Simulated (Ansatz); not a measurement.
## Two-dimensional strain map in Sb

Level of theory: DFT PBEsol, scalar-relativistic, plane waves, PAW in Ansatz. Settings: plane waves to 420 eV, k-mesh 12×12×12 (Γ-centred), Gaussian smearing 0.15 eV. No spin polarisation. Energies are free energies at this smearing, counted from the undisturbed cell; pressure is positive in compression.

Zero of the scan (as given, not relaxed at this level; it stands at 0.4 GPa):

```yaml
crystal:
  lattice:
    - [2.15060, 1.24165, 3.74400]
    - [-2.15060, 1.24165, 3.74400]
    - [0.00000, -2.48330, 3.74400]
  atoms:
    - { symbol: Sb, position: [0.23364, 0.23364, 0.23364] }
    - { symbol: Sb, position: [0.76636, 0.76636, 0.76636] }
```

The cell is strained by p along both x and y and by q along z, fractional coordinates fixed. Points are written (p, q).

Energy above the undisturbed cell in meV/atom (a dash: not computed):

| p \ q | -0.030 | -0.015 | 0.000 | 0.015 | 0.030 |
| --- | --- | --- | --- | --- | --- |
| -0.030 | 56.4 | 42.6 | 32.2 | 25.0 | 20.8 |
| -0.015 | 24.1 | 15.1 | ? | 6.9 | 7.1 |
| 0.000 | 6.6 | 1.7 | 0.0 | 1.3 | 5.2 |
| 0.015 | 2.5 | 1.2 | 2.9 | ? | ? |
| 0.030 | 10.5 | 12.4 | 17.0 | 24.2 | ? |

Problem. Fill in the withheld energies.

Solution. (-0.015, 0.000): 9.5; (0.015, 0.015): 7.4; (0.015, 0.030): 14.4; (0.030, 0.030): 33.9.